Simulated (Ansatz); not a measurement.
B:
Space group R-3m, hexagonal axes (No. 166); a = b = 4.899 Å, c = 12.514 Å, α = β = 90.00°, γ = 120.00°

```json
[
 {"atom": "B", "site": "18h", "symmetry": ".m", "x": "0.2370", "y": "0.1185", "z": "0.1086"},
 {"atom": "B", "site": "18h", "symmetry": ".m", "x": "0.1963", "y": "0.3925", "z": "0.0243"}
]
```
(The calculation used a cell of 12 atoms; values per cell refer to that cell.)

Relaxed at zero pressure with plane-wave PAW r²SCAN (Ansatz code).

Task: The volume is lowered by 3 % and shape and atoms relax at that volume. What pressure results, and how do the axes share the change?

Result: 6.9 GPa; a -1.1 %, b -1.1 %, c -0.9 %; the energy rises by 5 meV/atom.

Task: Give the new structure.

Result: 
Space group R-3m, hexagonal axes (No. 166); a = 4.847 Å, b = 4.847 Å, c = 12.400 Å, α = 90.00°, β = 90.00°, γ = 120.00°

```csv
atom,site,symmetry,x,y,z
B,18h,.m,0.2377,0.1188,0.1085
B,18h,.m,0.1972,0.3943,0.0245
```

The phase is kept; no other phase was compared at this pressure.

The cell was relaxed with r²SCAN under the symmetry of its start; phonons on a q-mesh show no instability.

Potentials: the later of the program's two PAW sets.
